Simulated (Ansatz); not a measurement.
ZrN:
```cif
data_NZr
_chemical_formula_sum 'N1 Zr1'
_space_group_name_H-M_alt 'P 1'
_space_group_IT_number 1
_cell_length_a 3.21885
_cell_length_b 3.21885
_cell_length_c 3.21885
_cell_angle_alpha 60.000
_cell_angle_beta 60.000
_cell_angle_gamma 60.000
loop_
_space_group_symop_operation_xyz
  'x, y, z'
loop_
_atom_site_label
_atom_site_type_symbol
_atom_site_fract_x
_atom_site_fract_y
_atom_site_fract_z
_atom_site_occupancy
N1 N 0.00000 0.00000 0.00000 1
Zr1 Zr 0.50000 0.50000 0.50000 1
```

Relaxed with PBEsol.

Task: Which orbitals make up the states near the Fermi level in PBEsol in the plane-wave PAW code Ansatz?

Result: Within 0.5 eV of the Fermi level: Zr 4d 77 %, N 2p 19 %. Projections are on Löwdin-orthogonalised atomic valence shells; empty p or d shells of many metals are not among them.

Task: Tabulate the density of states.

Result: States/eV per cell of 2 atoms, in 0.25 eV bins, energy from the Fermi level.

| E (eV) | total | Zr 4d | N 2p | Zr 5s |
|---|---|---|---|---|
| -7.85 | 0.01 | 0.00 | 0.01 | 0.00 |
| -7.60 | 0.16 | 0.06 | 0.08 | 0.02 |
| -7.35 | 0.30 | 0.11 | 0.15 | 0.03 |
| -7.10 | 0.48 | 0.16 | 0.24 | 0.05 |
| -6.85 | 0.82 | 0.26 | 0.44 | 0.08 |
| -6.60 | 1.03 | 0.31 | 0.57 | 0.10 |
| -6.35 | 1.10 | 0.31 | 0.63 | 0.10 |
| -6.10 | 1.13 | 0.29 | 0.68 | 0.11 |
| -5.85 | 0.93 | 0.25 | 0.57 | 0.07 |
| -5.60 | 1.84 | 0.62 | 1.13 | 0.05 |
| -5.35 | 2.52 | 0.82 | 1.59 | 0.03 |
| -5.10 | 2.66 | 0.81 | 1.72 | 0.02 |
| -4.85 | 3.88 | 1.12 | 2.54 | 0.01 |
| -4.60 | 2.37 | 0.71 | 1.54 | 0.00 |
| -4.35 | 1.46 | 0.47 | 0.93 | 0.00 |
| -4.10 | 1.14 | 0.35 | 0.75 | 0.00 |
| -3.85 | 0.90 | 0.25 | 0.62 | 0.00 |
| -3.60 | 0.71 | 0.15 | 0.53 | 0.00 |
| -3.35 | 0.38 | 0.06 | 0.31 | 0.00 |
| -3.10 | 0.15 | 0.02 | 0.12 | 0.00 |
| -2.85 | 0.13 | 0.04 | 0.08 | 0.00 |
| -2.60 | 0.12 | 0.07 | 0.05 | 0.00 |
| -2.35 | 0.16 | 0.10 | 0.06 | 0.00 |
| -2.10 | 0.21 | 0.13 | 0.07 | 0.00 |
| -1.85 | 0.25 | 0.17 | 0.07 | 0.00 |
| -1.60 | 0.30 | 0.21 | 0.08 | 0.00 |
| -1.35 | 0.34 | 0.24 | 0.09 | 0.00 |
| -1.10 | 0.39 | 0.28 | 0.09 | 0.00 |
| -0.85 | 0.44 | 0.33 | 0.10 | 0.00 |
| -0.60 | 0.50 | 0.38 | 0.11 | 0.00 |
| -0.35 | 0.59 | 0.45 | 0.11 | 0.00 |
| -0.10 | 0.64 | 0.49 | 0.12 | 0.01 |
| 0.15 | 0.68 | 0.52 | 0.13 | 0.01 |
| 0.40 | 0.71 | 0.54 | 0.13 | 0.01 |
| 0.65 | 0.76 | 0.58 | 0.14 | 0.01 |
| 0.90 | 0.82 | 0.63 | 0.14 | 0.01 |
| 1.15 | 0.78 | 0.62 | 0.12 | 0.01 |
| 1.40 | 0.84 | 0.66 | 0.13 | 0.01 |
| 1.65 | 0.91 | 0.73 | 0.14 | 0.01 |
| 1.90 | 0.97 | 0.79 | 0.13 | 0.01 |
| 2.15 | 1.08 | 0.89 | 0.14 | 0.01 |
| 2.40 | 1.28 | 1.04 | 0.17 | 0.01 |
| 2.65 | 1.44 | 1.18 | 0.19 | 0.02 |
| 2.90 | 1.77 | 1.45 | 0.23 | 0.02 |
| 3.15 | 2.49 | 2.04 | 0.34 | 0.03 |
| 3.40 | 2.02 | 1.66 | 0.24 | 0.04 |
| 3.65 | 1.78 | 1.47 | 0.18 | 0.04 |
| 3.90 | 1.67 | 1.36 | 0.17 | 0.05 |
| 4.15 | 1.68 | 1.35 | 0.17 | 0.06 |
| 4.40 | 1.80 | 1.43 | 0.16 | 0.07 |
| 4.65 | 1.69 | 1.29 | 0.14 | 0.08 |

Space group Fm-3m (rock salt). Symmetry was held in the PBEsol relaxation. No spin polarisation was allowed. With an odd number of electrons in the cell and no spin polarisation, the count alone makes it a metal. Spin–orbit coupling is left out wherever it is not named.

Potentials: the later of the program's two PAW sets.
